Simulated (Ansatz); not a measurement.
# Rocksalt alloy of KBr and KI (6 of 32 Br sites exchanged), 64 atoms

Level of theory: DFT, PBEsol, PAW, plane waves in Ansatz.

Command:

```sh
ansatz run in.yaml --threads 8 --pin off --max-ram 118750MiB --runs-dir r --events-out ev --progress --plain --backend cuda --devices 0,
```

The input less its lattice and atoms:

```yaml
crystal:
  symmetry: { detect: false }
kpoints:
  mp_grid: { grid: [1, 1, 1], shift: [0.25, 0.25, 0.25] }
hamiltonian:
  xc: pbesol
scf:
  occupations: { method: fermi_dirac, width: 0.01 }
relax:
  f_tol: 0.03
  max_steps: 80
  escape_saddle: false
  adjacent_minimum: "off"
  cell: { fix: [shape] }
output:
  forces: true
  eigenvalues: true
  populations: true
```

Start:

```xyz
64
Lattice="13.2710 0.0000 0.0000 0.0000 13.2710 0.0000 0.0000 0.0000 13.2710" Properties=species:S:1:pos:R:3 pbc="T T T"
Br    3.3416    0.0028    0.0059
Br    3.2907   13.2364    6.6274
Br    3.3294    6.6423    0.0027
Br    3.3236    6.6473    6.6196
Br    9.9499    0.0132    6.6326
Br    9.9236    6.6299   13.2511
Br    9.9520    6.6399    6.6482
Br   13.2621    3.2974    0.0180
Br    0.0090    3.3151    6.6150
Br    0.0048    9.9144   13.2217
Br    0.0081    9.9527    6.6312
Br    6.6616    3.2932    0.0271
Br    6.6601    3.3377    6.6251
Br    6.6274    9.9265    0.0335
Br    0.0204   13.2523    3.3395
Br    0.0069   13.2542    9.9373
Br    0.0129    6.6503    3.3295
Br   13.2677    6.6381    9.9349
Br    6.6369   13.2681    9.9682
Br    6.6548    6.6430    3.2849
Br    6.6389    6.5998    9.9348
Br    3.3015    3.3129    3.3050
Br    3.3578    3.3272    9.9794
Br    3.2868    9.9871    3.3135
Br    9.9568    3.3442    9.9310
Br    9.9616    9.9147    3.3148
I     9.9496   13.2513   13.2485
I     6.6532    9.9403    6.6443
I     6.6906    0.0113    3.3082
I     3.2793    9.9371    9.9590
I     9.9233    3.3089    3.3434
I     9.9369    9.9583    9.9700
K    13.2498    0.0147   13.2691
K    13.2632   13.2677    6.6460
K     0.0381    6.6204   13.2651
K    13.2427    6.6119    6.6328
K     6.6225   13.2657    0.0160
K     6.6552   13.2450    6.6150
K     6.6354    6.6451   13.2654
K     6.6127    6.6521    6.6219
K     3.3171    3.3258   13.2632
K     3.2770    3.3493    6.6225
K     3.3469    9.9543   13.2463
K     3.3310    9.9556    6.6136
K     9.9530    3.3014    0.0098
K     9.9155    3.3049    6.6581
K     9.9776    9.9905   13.2396
K     9.9907    9.9762    6.6117
K     3.3075   13.2418    3.3362
K     3.3054   13.2508    9.9638
K     3.3155    6.6441    3.2736
K     3.3238    6.6236    9.9182
K     9.9418    0.0111    3.3125
K     9.9513   13.2500    9.9760
K     9.9182    6.6180    3.3299
K     9.9483    6.6459    9.9291
K     0.0029    3.3358    3.2932
K    13.2692    3.2695    9.9566
K     0.0229    9.9643    3.2757
K    13.2539    9.9361    9.9588
K     6.6396    3.3095    3.3179
K     6.6406    3.3017    9.9934
K     6.6555    9.9270    3.3341
K     6.6260    9.9470    9.9569
```

Steps:

```csv
step,energy less the first (eV),largest force component (eV/Å),pressure (GPa)
start,0.000,0.385,0.15
1,-0.471,0.066,-0.03
2,-0.504,0.009,-0.01
3,-0.505,0.009,-0.01
```

A structure on the way, about -0.47 eV from the start:

```xyz
64
Lattice="13.2978 0.0000 0.0000 0.0000 13.2978 0.0000 0.0000 0.0000 13.2978" Properties=species:S:1:pos:R:3 pbc="T T T"
Br    3.3343   13.2971   13.2940
Br    3.3105   13.2808    6.6408
Br    3.3279    6.6424    0.0089
Br    3.3315    6.6445    6.6392
Br    9.9782    0.0041    6.6479
Br    9.9560    6.6379   13.2828
Br    9.9791    6.6479    6.6515
Br    0.0002    3.3160    0.0063
Br    0.0164    3.3228    6.6425
Br    0.0039    9.9531   13.2808
Br   13.2938    9.9733    6.6483
Br    6.6596    3.3138    0.0055
Br    6.6611    3.3286    6.6405
Br    6.6362    9.9557    0.0116
Br    0.0143   13.2780    3.3299
Br    0.0060    0.0039    9.9613
Br    0.0134    6.6507    3.3227
Br   13.2977    6.6425    9.9584
Br    6.6464    0.0047    9.9800
Br    6.6530    6.6539    3.3070
Br    6.6449    6.6247    9.9691
Br    3.3147    3.3232    3.3158
Br    3.3394    3.3264    9.9890
Br    3.3034    9.9869    3.3204
Br    9.9763    3.3298    9.9614
Br    9.9831    9.9546    3.3276
I     9.9791   13.2930   13.2889
I     6.6552    9.9630    6.6463
I     6.6562   13.2941    3.3235
I     3.3156    9.9634    9.9738
I     9.9765    3.3304    3.3358
I     9.9659    9.9670    9.9705
K     0.0798    0.0123   13.2965
K     0.0015   13.2932    6.6466
K     0.0162    6.6467   13.2871
K    13.2819    6.6373    6.6412
K     6.5563   13.2969   13.2224
K     6.6617    0.0689    6.7228
K     6.6551    6.6565   13.2966
K     6.6395    6.5605    6.6471
K     3.3280    3.3208   13.2936
K     3.3054    3.3394    6.6374
K     3.3406    9.9699    0.0713
K     3.2395    9.9721    6.5577
K     9.9701    3.4049   13.2226
K     9.9497    3.3139    6.7429
K     9.9877    9.8925    0.0733
K    10.0735    9.9823    6.5544
K     3.2364   13.2783    3.3318
K     3.3192    0.0688    9.9721
K     3.3204    6.6496    3.3027
K     3.3260    6.5585    9.9510
K    10.0543   13.2249    3.4053
K     9.9676    0.0681    9.8936
K     9.9527    6.7302    3.3249
K     9.9689    6.5606    9.9572
K     0.0868    3.3304    3.3132
K    13.2888    3.3018    9.9725
K     0.0124    9.9716    3.3087
K    13.2934    9.9595    9.9788
K     6.5676    3.4017    3.3211
K     6.6477    3.3172    9.9896
K     6.6647    9.8789    3.2411
K     6.6427    9.9705   10.0498
```

End:

```xyz
64
Lattice="13.2904 0.0000 0.0000 0.0000 13.2904 0.0000 0.0000 0.0000 13.2904" Properties=species:S:1:pos:R:3 pbc="T T T"
Br    3.3135    0.0084   13.2845
Br    3.3017    0.0236    6.6425
Br    3.3223    6.6299    0.0064
Br    3.3129    6.6181    6.6260
Br    9.9946    0.0103    6.6554
Br    9.9658    6.6379   13.2841
Br    9.9804    6.6303    6.6403
Br    0.0230    3.3282   13.2748
Br    0.0136    3.3181    6.6541
Br    0.0124    9.9483    0.0174
Br    0.0028    9.9641    6.6186
Br    6.6215    3.3391   13.2661
Br    6.6335    3.3289    6.6666
Br    6.6341    9.9363    0.0100
Br    0.0209   13.2697    3.3311
Br    0.0108    0.0215    9.9538
Br    0.0116    6.6507    3.3162
Br    0.0001    6.6148    9.9620
Br    6.6313    0.0347    9.9662
Br    6.6326    6.6412    3.3035
Br    6.6431    6.6049    9.9745
Br    3.3107    3.3305    3.3187
Br    3.3235    3.3209    9.9668
Br    3.3014    9.9561    3.3089
Br    9.9701    3.3292    9.9559
Br    9.9944    9.9393    3.3213
I     9.9706   13.2809   13.2852
I     6.6522    9.9627    6.6396
I     6.6415   13.2837    3.3200
I     3.3203    9.9682    9.9672
I     9.9672    3.3203    3.3247
I     9.9701    9.9646    9.9664
K     0.0934   13.2850   13.2741
K     0.0123    0.0083    6.6566
K     0.0117    6.6379   13.2812
K    13.2889    6.6282    6.6406
K     6.5437    0.0055   13.1895
K     6.6359    0.0970    6.7421
K     6.6330    6.6273   13.2696
K     6.6465    6.5499    6.6543
K     3.3227    3.3305   13.2889
K     3.3112    3.3205    6.6394
K     3.3148    9.9518    0.0965
K     3.2277    9.9660    6.5322
K     9.9661    3.4141   13.1988
K     9.9789    3.3306    6.7265
K     9.9830    9.8623    0.0971
K    10.0712    9.9530    6.5477
K     3.2347   13.2875    3.3338
K     3.3084    0.0989    9.9470
K     3.3113    6.6441    3.3193
K     3.3211    6.5425    9.9559
K    10.0749   13.1874    3.4273
K     9.9771    0.0950    9.8694
K     9.9761    6.7176    3.3335
K     9.9663    6.5530    9.9471
K     0.0888    3.3290    3.3172
K     0.0103    3.3182    9.9679
K     0.0145    9.9498    3.3028
K    13.2900    9.9626    9.9781
K     6.5424    3.4156    3.3059
K     6.6339    3.3295    9.9814
K     6.6394    9.8646    3.2241
K     6.6457    9.9526   10.0738
```

The calculation finished and met its thresholds.

Time: 9 s of wall time on one NVIDIA GB300 with 8 processor threads, on a host shared with other runs; peak host memory 2.2 GiB.

Q: How much energy did the relaxation gain, and which atom moved most?

A: 0.50 eV in 3 steps, from a start with small random displacements; atom 53 (K) moved 0.20 Å, the median atom 0.04 Å (drift of the whole cell removed).
